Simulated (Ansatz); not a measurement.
**Zone-centre phonons of LiPb: input and output**

Level of theory: DFT LDA, scalar-relativistic, plane waves, PAW (Ansatz 0.2.0).

Launched with:
```bash
ansatz run input.yaml --threads 1 --pin off --max-ram 3072MiB --backend cpu --events-out ev --progress --plain --runs-dir out
```

Input (bare energies are in eV):
```yaml
crystal:
  lattice:
    - [3.4657369881, 0.0, 0.0]
    - [0.0, 3.4657369881, 0.0]
    - [0.0, 0.0, 3.4657369881]
  atoms:
    - { symbol: Li, position: [0.5, 0.5, 0.5] }
    - { symbol: Pb, position: [0.0, 0.0, 0.0] }
basis:
  ecutwfc: 420
kpoints:
  mp_grid: { grid: [12, 12, 12] }
hamiltonian:
  xc: lda
scf:
  occupations: { method: fermi_dirac, width: 0.15 }
output:
  eigenvalues: true
phonons:
  method: dfpt
  eigenvectors: true
```

The end of the output:
```
--- Phonons (Γ-DFPT): 2 representative perturbations + reference, on 196 of 1728 k-points (Σ response iterations 7) ---
  k mesh reduced under 8 symmetry operations, with k and −k counted as one. Each operation leaves every solved perturbation unchanged. A smaller set is not used because it would not reduce the number of displacements ...
  ASR residual: 3.956e-5 → 0.000e0 eV/Å²; symmetrization residual: 4.994e-7 eV/Å²
  ASR residual per site (eV/Å²): 5.89e-6 3.96e-5
  Γ frequencies (cm⁻¹): 0.00 0.00 0.00 257.31 257.31 257.31
  non-analytic LO–TO correction: not included (Born effective charges unavailable; polar crystals: no LO–TO splitting at Γ)
```

It took 26 s on 1 thread of Arm Neoverse V1 (shared host), peak memory 0.58 GiB.

In a metal, frequencies and elastic constants depend on the k mesh and the smearing, soft modes and shear constants most. Spin–orbit coupling is left out, which can shift energies with elements as heavy as these.